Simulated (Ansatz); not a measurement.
# Rh: strain energy, fitted

Rh, P6_3/mmc, a = 2.689 Å, c = 8.777 Å. This isn't the element's structure at ambient conditions. Ansatz: r2SCAN, PAW, 500 eV, Γ-centred 24×24×6 mesh on 4 atoms, Gaussian smearing 0.10 eV; no spin polarisation. Series: biaxial strain in the a-b plane, c and atoms relaxed; x is the strain in per cent. y is the free energy over the unstrained cell, V0 = 13.739 Å³/atom.

| x (%) | y (meV/atom) |
| --- | --- |
| -2.0 | ? |
| -1.0 | 5.16 |
| 0.0 | 0.00 |
| 1.0 | 4.69 |
| 2.0 | 17.95 |

Q: Fit y = c2 x² + c3 x³ to the other rows, turn c2 into a modulus, and predict the missing energy.

A: Least squares on the rows shown. y = 4.9313 x² − 0.22232 x³. In eV per unit strain² c2 is 49.31; M is the biaxial modulus (E = M V0 ε²): 49.31 × 160.2 / (13.739) = 575 GPa. At x = -2.0 the fit asked for gives 21.50 meV/atom. The run gave 21.44 meV/atom, so the fit is 0.06 meV/atom too high, a small miss on the scale of the series. The form still works here, 33 % of the fitted range beyond its end.

Cost: 5 runs of about 15 core-minutes in all, on Intel Xeon Platinum 8259CL (Skylake/Cascade Lake) (shared hosts).